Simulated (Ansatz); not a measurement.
Values for one crystal, relaxed and computed with plane-wave PAW r²SCAN (Ansatz code); other levels are named.

Volume per atom: 14.45 Å³
Band gap: 0.64 eV (indirect)
Young's modulus: 236 GPa
Pressure derivative B′: 3.7
Mechanical stability: stable (all eigenvalues of C positive)
Formation energy from the elements (no fitted shifts): -0.14 eV/atom
Elastic constants (relaxed ions, GPa): C11 = 271, C12 = 55.9, C44 = 94.2

Which compound is it?
A) InP, P4_2/mnm (In on 4g, P on 4f)
B) BP, Pm-3n (B on 6d, P on 6c)
C) AlN, Pm-3n (Al on 6d, N on 6c)
D) BN, zinc blende

B, BP, Pm-3n (B on 6d, P on 6c)

The start of the workflow was typed in or built on a structure type; neither database checked (COD, Materials Project) lists it. It is not the phase usual at ambient conditions (space group No. 216). Symmetry was held in the r²SCAN relaxation; whether a distortion lowers the energy is not shown. The references are the lowest solids computed at this level, not always the standard phases.

Potentials: the earlier of the program's two PAW sets.
